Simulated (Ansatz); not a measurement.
An Ansatz (an electronic-structure program) run. Input:

Ansatz 0.2 input:
```yaml
crystal:
  lattice:
    - [5.8336821914, 0.0, 0.0]
    - [0.0, 6.713305209, 0.0]
    - [0.0, 0.0, 5.4662102826]
  atoms:
    - { symbol: Zn, position: [0.5829463478, 0.8749403879, 0.9990259983] }
    - { symbol: Zn, position: [0.4170536522, 0.1250596121, 0.4990259983] }
    - { symbol: Zn, position: [0.9170536522, 0.3749403879, 0.4990259983] }
    - { symbol: Zn, position: [0.0829463478, 0.6250596121, 0.9990259983] }
    - { symbol: Sn, position: [0.5883924035, 0.3751340441, 0.9993268148] }
    - { symbol: Sn, position: [0.4116075965, 0.6248659559, 0.4993268148] }
    - { symbol: Sn, position: [0.9116075965, 0.8751340441, 0.4993268148] }
    - { symbol: Sn, position: [0.0883924035, 0.1248659559, 0.9993268148] }
    - { symbol: N, position: [0.5833863288, 0.3731283167, 0.37942104] }
    - { symbol: N, position: [0.4166136712, 0.6268716833, 0.87942104] }
    - { symbol: N, position: [0.9166136712, 0.8731283167, 0.87942104] }
    - { symbol: N, position: [0.0833863288, 0.1268716833, 0.37942104] }
    - { symbol: N, position: [0.5788659797, 0.8769592783, 0.3722161469] }
    - { symbol: N, position: [0.4211340203, 0.1230407217, 0.8722161469] }
    - { symbol: N, position: [0.9211340203, 0.3769592783, 0.8722161469] }
    - { symbol: N, position: [0.0788659797, 0.6230407217, 0.3722161469] }
kpoints:
  mp_grid: { grid: [3, 3, 3] }
hamiltonian:
  xc: hse06
  pseudopotentials: { kind: paw }
scf:
  n_extra_bands: 16
  occupations: { method: fixed }
output:
  eigenvalues: true
  eigenstates:
    e_range: [-9.0, 8.2]
    kpoints:
      - [0.0, 0.0, 0.0]  # VBM
      - [0.0, 0.0, 0.0]  # CBM
      - [0.0, 0.0, 0.0]  # GAMMA
      - [0.5, 0.0, 0.0]  # X
      - [0.0, 0.0, 0.5]  # Z
      - [0.5, 0.0, 0.5]  # U
      - [0.0, 0.5, 0.0]  # Y
      - [0.5, 0.5, 0.0]  # S
      - [0.0, 0.5, 0.5]  # T
      - [0.5, 0.5, 0.5]  # R
```

Output (shortened):

```
Pseudopotentials: kind: paw
Pseudopotential: Zn, paw, valence charge 12
Pseudopotential: Sn, paw, valence charge 14
Pseudopotential: N, paw, valence charge 5
Functional definition: HSE06
davidson cushion auto → on  (no smearing: the cushion is to keep the highest requested band from converging to the state above it …
Crystal: 16 atoms, lattice volume = 214.075 Å³
Basis set: ecut = 420 eV, 4207 PW (Γ)
Bands: 88, of which v1, the nominal top of the filled ones, is band 72 counted from 1 (71 counted from 0)
Symmetry: 4 space group operations
Space group: Pna21 (ITA 33), of the structure as read, at distance tolerance 6.0e-5 Å
k-points: 8 of 27 (time reversal used)
PAW frozen core: Zn, regenerated for the run's functional, and the local potential with it
PAW frozen core: Sn, regenerated for the run's functional, and the local potential with it
PAW frozen core: N, regenerated for the run's functional, and the local potential with it
Initial wavefunctions: pseudopotential atomic-orbital guess
Eigensolver: davidson
Functional: x = pbe(κ = 0.804, μ = 0.2195149727645171), c = pbe(β = 0.06672455060314922), warm-up for x = pbe(κ = 0.804, μ = 0.2195149727645171) + 0.25 (exact …
SCF iter   1: F=—  HF=-40443.823579 eV  |F-HF|=—  |Δ(HF+E_count)|=         —  Δρ=1.83e-3  dr2=4.18e-3  ethr=1.77e-3  ⟨swp⟩=8.9  Hψ=3445  notcnv=0
preconditioner: auto → none
SCF iter   2: F=—  HF=-40443.834392 eV  |F-HF|=—  |Δ(HF+E_count)|=   1.08e-2  Δρ=1.11e-3  dr2=1.85e-3  ethr=2.90e-6  ⟨swp⟩=6.4  Hψ=3078  notcnv=0  defer=4
SCF iter   3: F=—  HF=-40443.834151 eV  |F-HF|=—  |Δ(HF+E_count)|=   2.41e-4  Δρ=4.70e-4  dr2=3.40e-4  ethr=1.28e-6  ⟨swp⟩=4.0  Hψ=2021  notcnv=0
SCF iter   4: F=—  HF=-40443.834341 eV  |F-HF|=—  |Δ(HF+E_count)|=   1.90e-4  Δρ=2.59e-4  dr2=1.08e-4  ethr=2.36e-7  ⟨swp⟩=3.0  Hψ=1778  notcnv=0
iter 5 solved again at ethr=5.23e-9 eV; its pass at ethr=7.51e-8 eV (dr2=7.54e-6 eV) is discarded
SCF iter   5: F=—  HF=-40443.834406 eV  |F-HF|=—  |Δ(HF+E_count)|=   6.57e-5  Δρ=8.71e-5  dr2=8.35e-6  ethr=5.23e-9  ⟨swp⟩=3.9  Hψ=3661  notcnv=0
SCF iter   6: F=-40443.834424 eV  HF=-40443.834422 eV  |F-HF|=2.25e-6  |Δ(HF+E_count)|=   1.56e-5  Δρ=2.77e-5  dr2=7.66e-7  ethr=5.23e-9  ⟨swp⟩=3.2  Hψ=1992  notcnv=0
SCF 1 stopped early in 6 iterations: F = -40443.834424 eV  dr2 = 7.66e-7
Crystal: 16 atoms, lattice volume = 214.075 Å³
Initial density: handed on by an earlier stage of this run
Initial wavefunctions: those handed on with the density
Functional: x = pbe(κ = 0.804, μ = 0.2195149727645171) + 0.25 (exact − pbe) at short range (hse, ω = 0.20786987370883472 Å⁻¹), c = pbe(β = 0.06672455060314922); HSE06 as pw.x's `hse` composes it (authors' and Libxc's form: `xc: wpbeh`)
Exchange kernel: α = 0.2500, screened, ω = 0.2079 Å⁻¹, Wigner–Seitz truncation, v(0) = 1041.1212 eV·Å³, q-mesh 3×3×3, nearest image of the exchange supercell L …
Frozen-core exchange: fock
SCF iter   1: F=—  HF=-40459.645771 eV  |F-HF|=—  |Δ(HF+E_count)|=         —  Δρ=2.05e-2  dr2=5.05e-1  ethr=5.32e-9  ⟨swp⟩=12.9  Hψ=6344  notcnv=0
preconditioner: auto → none
SCF iter   2: F=—  HF=-40459.508660 eV  |F-HF|=—  |Δ(HF+E_count)|=   1.37e-1  Δρ=4.70e-3  dr2=4.47e-2  ethr=5.32e-9  ⟨swp⟩=9.0  Hψ=4712  notcnv=0  defer=1
SCF iter   3: F=—  HF=-40459.549843 eV  |F-HF|=—  |Δ(HF+E_count)|=   4.12e-2  Δρ=4.92e-3  dr2=2.58e-2  ethr=5.32e-9  ⟨swp⟩=8.1  Hψ=4412  notcnv=0
SCF iter   4: F=—  HF=-40459.545800 eV  |F-HF|=—  |Δ(HF+E_count)|=   4.04e-3  Δρ=2.12e-3  dr2=4.27e-3  ethr=5.32e-9  ⟨swp⟩=5.9  Hψ=3434  notcnv=0
SCF iter   5: F=—  HF=-40459.551135 eV  |F-HF|=—  |Δ(HF+E_count)|=   5.34e-3  Δρ=1.17e-3  dr2=1.89e-3  ethr=5.32e-9  ⟨swp⟩=7.4  Hψ=3506  notcnv=0  defer=5
SCF iter   6: F=—  HF=-40459.550443 eV  |F-HF|=—  |Δ(HF+E_count)|=   6.92e-4  Δρ=3.07e-4  dr2=2.96e-4  ethr=5.32e-9  ⟨swp⟩=6.0  Hψ=3348  notcnv=0
SCF iter   7: F=-40459.550363 eV  HF=-40459.550368 eV  |F-HF|=5.66e-6  |Δ(HF+E_count)|=   7.45e-5  Δρ=5.75e-5  dr2=4.21e-5  ethr=5.32e-9  ⟨swp⟩=4.4  Hψ=2675  notcnv=0
SCF 2 stopped early in 7 iterations: F = -40459.550363 eV  dr2 = 4.21e-5
hybrid outer 1: dexx = +8.263e-2 eV, tail = 3.29e-4 eV
Crystal: 16 atoms, lattice volume = 214.075 Å³
Exchange kernel: α = 0.2500, screened, ω = 0.2079 Å⁻¹, Wigner–Seitz truncation, v(0) = 1041.1212 eV·Å³, q-mesh 3×3×3, nearest image of the exchange supercell L …
Frozen-core exchange: fock
SCF iter   1: F=—  HF=-40459.546945 eV  |F-HF|=—  |Δ(HF+E_count)|=         —  Δρ=8.79e-5  dr2=1.23e-5  ethr=1.14e-6  ⟨swp⟩=4.0  Hψ=1703  notcnv=0
preconditioner: auto → none
iter 2 solved again at ethr=1.53e-10 eV; its pass at ethr=6.42e-9 eV (dr2=2.20e-7 eV) is discarded
SCF iter   2: F=—  HF=-40459.546949 eV  |F-HF|=—  |Δ(HF+E_count)|=   4.11e-6  Δρ=1.59e-5  dr2=6.13e-6  ethr=1.53e-10  ⟨swp⟩=2.9  Hψ=4204  notcnv=0
SCF iter   3: F=—  HF=-40459.546994 eV  |F-HF|=—  |Δ(HF+E_count)|=   4.45e-5  Δρ=1.79e-5  dr2=6.26e-7  ethr=1.53e-10  ⟨swp⟩=6.6  Hψ=2885  notcnv=0
SCF iter   4: F=—  HF=-40459.546994 eV  |F-HF|=—  |Δ(HF+E_count)|=   9.88e-8  Δρ=5.05e-6  dr2=4.20e-7  ethr=1.53e-10  ⟨swp⟩=4.0  Hψ=2105  notcnv=0
SCF iter   5: F=-40459.546996 eV  HF=-40459.546996 eV  |F-HF|=1.28e-8  |Δ(HF+E_count)|=   1.89e-6  Δρ=3.69e-6  dr2=5.77e-8  ethr=2.79e-11  ⟨swp⟩=7.2  Hψ=2183  notcnv=0
SCF 3 converged in 5 iterations: F = -40459.546996 eV  dr2 = 5.77e-8
hybrid outer 2: dexx = +5.605e-6 eV, tail = 2.32e-7 eV, Δε = 3.73e-3 eV (about 1.00e-4 eV left of the loop's levels)
NSCF: frozen V_eff on 10 k-points
hybrid SCF converged: 2 outer / 12 inner (+6 warm-up), last move |dexx| = 5.61e-6 eV, tail = 2.32e-7 eV
Stability not checked (fock_operator)
Free energy (F): -40459.546954 eV
Frozen-core exchange: fock
Harris-Foulkes:  -40459.546954 eV  (|F-HF|=1.28e-8)
Internal energy: -40459.546954 eV  (E = F + TS)
E sigma→0 (E₀):  -40459.546954 eV
Fermi energy:    9.130317 eV
--- Per-component energies (eV) ---
  E_band       = -259.258512
  E_kinetic    = 2314.297060
  E_local      = -11298.959923  (includes V_loc(G=0)·N_el)
  E_nonlocal   = 2714.736097
  E_hartree    = 5373.910749
  E_xc         = -2016.548853
  E_vxc        = -953.643965  (∫ρ·V_xc dr)
  E_exx        = -421.660920  (= α·E_x^exact, valence–valence)
  E_paw        = -25053.600556  (= ΣΔE_a)
  E_vpaw       = -2940.195737  (= ΣTr[D̂ρ^β])
  E_aug_tail   = -0.000635  (compensation charges beyond the density's cutoff)
  E_ewald      = -12075.140959
  E_core_change = 3.420986  (= ΣΔE_core)
  E_smearing   =  0.000000  (= −TS)
  E_closure    =  0.000000  (closes the sum)
  Σ components = -40459.546954   (vs F -40459.546954, Δ=0.00e0)
  [band-id]    e_kinetic+e_local+e_nonlocal+2·e_hartree+e_vxc+2·e_exx+e_vpaw+e_augmentation_tail = -259.267445   (vs E_band -259.258512, Δ=-8.93e-3)
--- Band table (eV; the first three rows and the last of 8) ---
  k-point 0: bands = ["-13.6420", "-13.6406", "-13.6311", "-13.6235", "-13.6120", "-13.5288", "-13.5211", "-13.4104", "-13.4089", "-13.4070", "-13.4049", "-13.3897", "-13.3359", "-13.3217", "-13.3075", "-13.2925", "-13.2882", "-13.2629", "-13.2619", "-13.2494", "-8.0478", "-6.4589", "-6.4313", "-5.6998", "-5.6221", "-5.3616", "-5.2802", "-5.2538", "1.1669", "1.4838", "1.5791", "2.0264", "2.0793", "2.1047", "2.1274", "2.1364", "2.1440", "2.1591", "2.1783", "2.3442", "2.3688", "2.4507", "2.4551", "2.4721", "2.5004", "2.5989", "2.6367", "2.6436", "2.6471", "2.7965", "3.3667", "3.5299", "3.9394", "4.2424", "4.2715", "4.8496", "4.9182", "5.0031", "5.4550", "5.4942", "6.2083", "6.7674", "6.9924", "7.0857", "7.2026", "7.3801", "8.1295", "8.1378", "8.1892", "9.0540", "9.0862", "9.1303", "10.4561", "13.2556", "14.1936", "14.6177", "15.3062", "15.4832", "15.5871", "15.8698", "16.3440", "16.6588", "17.2814", "17.3969", "17.7119", "18.0851", "18.7928", "18.8679"]
  k-point 1: bands = ["-13.6380", "-13.6320", "-13.6228", "-13.6227", "-13.6015", "-13.5457", "-13.4945", "-13.4318", "-13.4122", "-13.4086", "-13.4076", "-13.4029", "-13.3142", "-13.3140", "-13.2986", "-13.2941", "-13.2815", "-13.2750", "-13.2683", "-13.2636", "-7.6635", "-6.7838", "-6.2005", "-5.7284", "-5.6044", "-5.5930", "-5.4536", "-5.4175", "0.9795", "1.2789", "1.4138", "1.7269", "2.0324", "2.0438", "2.0717", "2.0779", "2.1392", "2.1538", "2.1552", "2.2142", "2.3458", "2.3965", "2.4257", "2.4623", "2.5360", "2.5940", "2.6226", "2.6231", "2.8501", "3.1761", "3.3615", "3.6143", "3.8204", "4.1890", "4.2732", "5.2129", "5.3519", "5.7391", "5.9170", "6.4586", "6.4793", "6.8662", "6.9975", "7.0451", "7.1444", "7.4913", "7.8324", "7.9267", "8.3491", "8.4089", "8.8294", "8.8644", "12.2390", "13.2239", "13.3726", "14.3888", "15.1318", "15.1664", "15.5141", "15.5869", "16.5529", "16.7506", "17.2211", "17.2726", "17.7002", "17.7222", "18.1866", "18.1905"]
  k-point 2: bands = ["-13.6451", "-13.6442", "-13.6204", "-13.6182", "-13.6084", "-13.5742", "-13.4703", "-13.4235", "-13.4104", "-13.4104", "-13.4034", "-13.3963", "-13.3275", "-13.3169", "-13.3118", "-13.3026", "-13.2781", "-13.2684", "-13.2574", "-13.2518", "-7.8032", "-7.1641", "-5.9309", "-5.6734", "-5.4960", "-5.4424", "-5.4131", "-5.3101", "1.4150", "1.5905", "1.7106", "1.9139", "1.9782", "2.0748", "2.1018", "2.1202", "2.1529", "2.1945", "2.2298", "2.2870", "2.3373", "2.4058", "2.4307", "2.4525", "2.5523", "2.5633", "2.6124", "2.6209", "2.6600", "2.8480", "3.3505", "3.3508", "3.8802", "4.1747", "4.6499", "5.0736", "5.2523", "5.4405", "5.5196", "6.0452", "6.2181", "6.4501", "6.4611", "6.8901", "7.0289", "7.3348", "7.4138", "7.8823", "8.2143", "8.2186", "8.8517", "8.8648", "11.8096", "13.3322", "14.5661", "14.8181", "15.1097", "15.6139", "15.7173", "16.5803", "16.6197", "17.1029", "17.2870", "17.5108", "17.7045", "18.2020", "18.4400", "18.6850"]
  k-point 7: bands = ["-13.6516", "-13.6445", "-13.6327", "-13.6268", "-13.5673", "-13.5449", "-13.4895", "-13.4701", "-13.4154", "-13.4075", "-13.3856", "-13.3777", "-13.3278", "-13.3167", "-13.3073", "-13.3002", "-13.2761", "-13.2698", "-13.2602", "-13.2538", "-7.1537", "-6.7607", "-6.3202", "-6.0475", "-5.8312", "-5.6871", "-5.5375", "-5.4554", "1.1504", "1.2790", "1.4139", "1.5191", "1.9880", "2.0222", "2.0560", "2.0793", "2.1514", "2.1598", "2.2084", "2.2476", "2.3507", "2.3751", "2.4446", "2.4774", "2.4953", "2.5527", "2.6061", "2.6236", "3.0241", "3.1870", "3.6143", "3.9215", "4.3021", "4.4870", "4.7061", "5.4984", "5.6730", "5.7632", "6.0878", "6.2116", "6.3433", "6.6505", "6.7120", "6.8484", "7.2450", "7.3967", "7.6398", "7.7233", "7.9502", "8.0838", "8.2077", "8.2523", "13.3028", "13.4261", "14.1448", "14.3545", "14.7918", "15.1213", "15.4442", "15.5592", "16.3381", "16.7203", "16.9516", "17.0928", "17.6873", "17.9451", "18.2174", "18.4871"]
  band table: 88 of 88 bands, residual norms ≤ 1.0e-3 eV
```

Cost: around 17 core-minutes (rough) on shared cores.

The points marked VBM and CBM come from a semilocal run.

Space group Pna2_1. The cell was relaxed with PBEsol under the symmetry of its start. Scalar-relativistic: spin–orbit coupling is off unless named, which matters more the heavier the elements.

Potentials: the later of the program's two PAW sets.

Ansatz is a plane-wave DFT program.
